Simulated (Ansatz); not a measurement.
SiSn:
```cif
data_SiSn
_chemical_formula_sum 'Sn1 Si1'
_space_group_name_H-M_alt 'Pm-3m'
_space_group_IT_number 221
_space_group_name_Hall '-P 4 2 3'
_cell_length_a 3.49625
_cell_length_b 3.49625
_cell_length_c 3.49625
_cell_angle_alpha 90.000
_cell_angle_beta 90.000
_cell_angle_gamma 90.000
loop_
_atom_site_label
_atom_site_type_symbol
_atom_site_symmetry_multiplicity
_atom_site_Wyckoff_symbol
_atom_site_fract_x
_atom_site_fract_y
_atom_site_fract_z
_atom_site_occupancy
Sn1 Sn 1 a 0.00000 0.00000 0.00000 1
Si1 Si 1 b 0.50000 0.50000 0.50000 1
```

Relaxed with PBE.

Problem. Decompose the optical modes at the zone centre into irreducible representations, and say which are infrared and Raman allowed.

Solution. Point group m-3m: Γ_opt = T1u. Infrared: T1u. Raman: none.

Problem. Assign frequencies (DFPT, PBE in the plane-wave PAW code Ansatz).

Solution. T1u 134 cm⁻¹.

A made-up cell: these elements were put on the sites of a structure type; neither database checked (COD, Materials Project) lists it. Whether it is the stable phase at ambient conditions was not checked. The PBE relaxation kept the symmetry of its start. At this level the phase is mechanically unstable. As this level gives no gap, phonon frequencies hold no LO–TO term and depend on the k-mesh and smearing (Fermi–Dirac, 0.1 eV here). Scalar-relativistic: spin–orbit coupling is off unless named, which matters more the heavier the elements.

Potentials: the later of the program's two PAW sets.
